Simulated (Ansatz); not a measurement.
# Frozen normal mode in ZrPbO3

These are results of DFT r2SCAN, scalar-relativistic, plane waves, PAW in Ansatz 0.2.0, not measurements. Cutoff 500 eV, Γ-centred 6×6×4 k-points, Gaussian smearing of 0.05 eV. Spin–orbit coupling is left out, which can shift energies with elements as heavy as these. No spin polarisation. Energies are free energies at this smearing, counted from the undisturbed cell; pressure is positive in compression.

The undisturbed cell (relaxed at this level; it needn't be the usual structure):

```
CELL_PARAMETERS angstrom
4.15955 0.00000 0.00000
0.00000 4.15955 0.00000
0.00000 0.00000 8.31910
ATOMIC_POSITIONS crystal
Zr 0.00000 0.00000 0.00000
Zr 0.00000 0.00000 0.50000
Pb 0.50000 0.50000 0.25000
Pb 0.50000 0.50000 0.75000
O 0.50000 0.00000 0.00000
O 0.50000 0.00000 0.50000
O 0.00000 0.00000 0.25000
O 0.00000 0.00000 0.75000
O 0.00000 0.50000 0.00000
O 0.00000 0.50000 0.50000
```

A zone-centre mode of this cell is frozen in: each atom moves by x times its row below, so x is the largest displacement.
```
atom ux uy uz
 Zr1   0.087  0.000  0.000
 Zr2  -0.087  0.000  0.000
 Pb3   0.000  0.000  0.000
 Pb4   0.000  0.000  0.000
  O5  -1.000  0.000  0.000
  O6   1.000  0.000  0.000
  O7   0.000  0.000  0.000
  O8   0.000  0.000  0.000
  O9   0.227  0.000  0.000
 O10  -0.227  0.000  0.000
```

```csv
x (Å),ΔE (meV/cell),force along the mode (eV/Å),pressure (GPa)
-0.1200,280.9,4.86,1.5
-0.0600,68.2,2.30,0.4
0.0000,0.0,0.00,0.0
0.0300,16.9,-1.13,0.1
0.0750,107.2,-2.90,0.6
0.0900,155.4,-3.53,0.8
0.1050,213.2,-4.18,1.1
```

By symmetry 0.1200 repeats -0.1200, -0.0900 repeats 0.0900, 0.0600 repeats -0.0600, -0.0300 repeats 0.0300 in energy, with the opposite slope along the path.

Symmetry holds off the tilts and polar distortions that many cubic perovskites undergo.

Cost: 7 runs of about 6.7 core-minutes in all, on Arm Neoverse V1 (shared hosts).